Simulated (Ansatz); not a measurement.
KMgF$_{3}$:
Space group Pm-3m (No. 221); a = 3.984 Å, b = 3.984 Å, c = 3.984 Å, α = 90.00°, β = 90.00°, γ = 90.00°

```
atom  site  symmetry       x       y       z
----  ----  --------  ------  ------  ------
K       1b      m-3m  0.5000  0.5000  0.5000
Mg      1a      m-3m  0.0000  0.0000  0.0000
F       3d    4/mm.m  0.0000  0.0000  0.5000
```

Relaxed with r²SCAN. Independent-particle spectrum: no excitons, no local fields, no scissors shift; 0.1 eV broadening; ε₁ of the summed bands alone.

Tabulate the dielectric function from DFT-r²SCAN in the program Ansatz with PAW potentials.



| E (eV) | ε₁ xx | ε₂ xx |
|---|---|---|
| 0.0 | 1.89 | 0.00 |
| 0.5 | 1.89 | 0.00 |
| 1.0 | 1.89 | 0.00 |
| 1.5 | 1.90 | 0.00 |
| 2.0 | 1.91 | 0.00 |
| 2.5 | 1.91 | 0.00 |
| 3.0 | 1.93 | 0.00 |
| 3.5 | 1.94 | 0.00 |
| 4.0 | 1.96 | 0.00 |
| 4.5 | 1.98 | 0.00 |
| 5.0 | 2.00 | 0.00 |
| 5.5 | 2.03 | 0.00 |
| 6.0 | 2.06 | 0.00 |
| 6.5 | 2.11 | 0.00 |
| 7.0 | 2.16 | 0.00 |
| 7.5 | 2.23 | 0.00 |
| 8.0 | 2.33 | 0.00 |
| 8.5 | 2.53 | 0.01 |
| 9.0 | 2.63 | 0.30 |
| 9.5 | 2.61 | 0.42 |
| 10.0 | 2.63 | 0.51 |
| 10.5 | 2.69 | 0.59 |
| 11.0 | 2.86 | 0.69 |
| 11.5 | 3.49 | 1.22 |
| 12.0 | 2.70 | 1.99 |

From ε at 8.9 eV (xx: 2.64 + 0.26i), find n, k, the normal reflectivity and the absorption coefficient.

n = 1.63, k = 0.080, R = 6 %, α = 2kE/ħc = 72000 cm⁻¹.

With all bands, ε∞ without local fields is 2.06. DFPT, with local fields, gives 2.02.

Symmetry was held in the r²SCAN relaxation.

Potentials: the earlier of the program's two PAW sets. The files were generated under PBE; for other functionals the program regenerates the frozen cores, and for LDA and PBEsol the local potential too.
